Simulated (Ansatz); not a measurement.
B2W:
```xyz
12
Lattice="3.0010 0.0000 0.0000 -1.5005 2.5990 0.0000 0.0000 0.0000 13.9373" Properties=species:S:1:pos:R:3 pbc="T T T"
B      0.0000     1.7326     7.2944
B      1.5005     0.8663     6.6429
B      1.5005     0.8663     0.3258
B      0.0000     1.7326    13.6115
B      0.0000     0.0000     3.4843
B      0.0000     0.0000    10.4530
B      1.5005     0.8663     3.4843
B      0.0000     1.7326    10.4530
W      0.0000     1.7326     1.8886
W      1.5005     0.8663    12.0487
W      1.5005     0.8663     8.8572
W      0.0000     1.7326     5.0801
```

Relaxed with PBEsol. Special points in fractions of this cell's reciprocal vectors: Γ (0.000, 0.000, 0.000); M (0.500, 0.000, 0.000); K (0.333, 0.333, 0.000); A (0.000, 0.000, 0.500); L (0.500, 0.000, 0.500); H (0.333, 0.333, 0.500).

List the band energies nearest the Fermi level at these points for DFT-PBEsol with spin–orbit coupling in the program Ansatz with PAW potentials.

In eV from the Fermi level; about four levels below and three above (degenerate sets whole), none deeper than 8.9 eV; points with the same levels are listed once.

| k | below | above |
|---|---|---|
| Γ | -0.70 -0.70 -0.60 -0.60 | 0.43 0.43 0.48 0.48 |
| M | -2.71 -2.71 -0.34 -0.34 | 1.44 1.44 2.00 2.00 |
| K | -2.41 -2.41 -0.65 -0.65 | 1.00 1.00 1.16 1.16 |
| A | -0.24 -0.24 -0.24 -0.24 | 0.98 0.98 0.98 0.98 |
| L | -2.88 -2.88 -2.88 -2.88 | 0.53 0.53 0.53 0.53 |
| H | -2.57 -2.57 -0.10 -0.10 | 0.13 0.13 1.28 1.28 |

Space group P6_3/mmc. The first step of the workflow began from a Materials Project structure, measured or hypothetical; the Crystallography Open Database files this formula in space group No. 194, but the cells were not matched. Whether it is the stable phase at ambient conditions was not checked. The cell was relaxed with PBEsol under the symmetry of its start; its stability against distortions is not shown here. The run is not spin-polarised.

Potentials: the later of the program's two PAW sets.
